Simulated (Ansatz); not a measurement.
CaFe$_{2}$P$_{2}$:
```cif
data_Ca2Fe4P4
_chemical_formula_sum 'Ca2 Fe4 P4'
_space_group_name_H-M_alt 'I4/mmm'
_space_group_IT_number 139
_space_group_name_Hall '-I 4 2'
_cell_length_a 3.79614
_cell_length_b 3.79614
_cell_length_c 9.96580
_cell_angle_alpha 90.000
_cell_angle_beta 90.000
_cell_angle_gamma 90.000
loop_
_atom_site_label
_atom_site_type_symbol
_atom_site_symmetry_multiplicity
_atom_site_Wyckoff_symbol
_atom_site_fract_x
_atom_site_fract_y
_atom_site_fract_z
_atom_site_occupancy
Ca1 Ca 2 a 0.00000 0.00000 0.00000 1
Fe1 Fe 4 d 0.00000 0.50000 0.25000 1
P1 P 4 e 0.00000 0.00000 0.35678 1
```
(The calculation used a cell of 5 atoms; values per cell refer to that cell.)

Relaxed with r²SCAN.

Q: Which orbitals make up the states near the Fermi level in r²SCAN (plane waves, PAW; program Ansatz)?

A: Within 0.5 eV of the Fermi level: Fe 3d 66 %, P 3p 16 %, outside the projected shells 11 %. Projections are on Löwdin-orthogonalised atomic valence shells; empty p or d shells of many metals are not among them.

Q: Tabulate the density of states.

A: States/eV per cell of 5 atoms, in 0.25 eV bins, energy from the Fermi level.

```tsv
E (eV)	total	Fe 3d	P 3p	Fe 4s
-7.85	0.00	0.00	0.00	0.00
-7.60	0.00	0.00	0.00	0.00
-7.35	0.00	0.00	0.00	0.00
-7.10	0.00	0.00	0.00	0.00
-6.85	0.01	0.00	0.00	0.00
-6.60	2.19	0.37	1.37	0.30
-6.35	3.74	0.66	2.39	0.37
-6.10	3.40	0.69	2.13	0.28
-5.85	1.67	0.33	1.04	0.17
-5.60	1.34	0.29	0.81	0.12
-5.35	1.67	0.42	0.99	0.10
-5.10	2.33	0.67	1.40	0.08
-4.85	3.80	1.04	2.48	0.10
-4.60	3.00	0.99	1.81	0.09
-4.35	6.21	2.56	3.40	0.06
-4.10	5.83	2.22	3.31	0.03
-3.85	5.20	1.71	3.18	0.02
-3.60	2.34	0.97	1.18	0.01
-3.35	2.33	1.38	0.74	0.01
-3.10	3.06	2.00	0.76	0.01
-2.85	1.67	1.43	0.13	0.00
-2.60	2.24	1.99	0.04	0.00
-2.35	2.91	2.53	0.07	0.01
-2.10	2.55	2.24	0.09	0.00
-1.85	3.29	2.87	0.15	0.01
-1.60	3.97	3.46	0.15	0.04
-1.35	7.79	6.99	0.18	0.08
-1.10	7.72	6.68	0.36	0.05
-0.85	4.66	4.11	0.20	0.03
-0.60	6.06	5.17	0.33	0.07
-0.35	3.21	2.46	0.35	0.03
-0.10	1.99	1.34	0.33	0.03
0.15	1.57	0.91	0.32	0.03
0.40	1.94	0.94	0.50	0.06
0.65	2.07	0.98	0.55	0.05
0.90	4.28	2.94	0.78	0.07
1.15	6.07	4.02	1.26	0.11
1.40	3.36	1.71	0.97	0.06
1.65	2.47	1.06	0.82	0.05
1.90	2.07	0.79	0.74	0.05
2.15	1.81	0.64	0.69	0.04
2.40	1.69	0.55	0.65	0.05
2.65	1.32	0.40	0.54	0.03
2.90	1.22	0.33	0.48	0.04
3.15	1.41	0.35	0.50	0.07
3.40	1.38	0.30	0.43	0.06
3.65	1.27	0.21	0.31	0.05
3.90	1.56	0.21	0.28	0.06
4.15	3.40	0.36	0.33	0.19
4.40	4.85	0.48	0.40	0.33
4.65	4.75	0.36	0.34	0.28
```

The first step of the workflow began from a Materials Project structure, measured or hypothetical; the Crystallography Open Database files this formula in space group No. 139, but the cells were not matched. Whether it is the stable phase at ambient conditions was not checked. The r²SCAN relaxation kept the symmetry of its start; its stability against distortions is not shown here. No spin polarisation was allowed.

Potentials: the later of the program's two PAW sets.
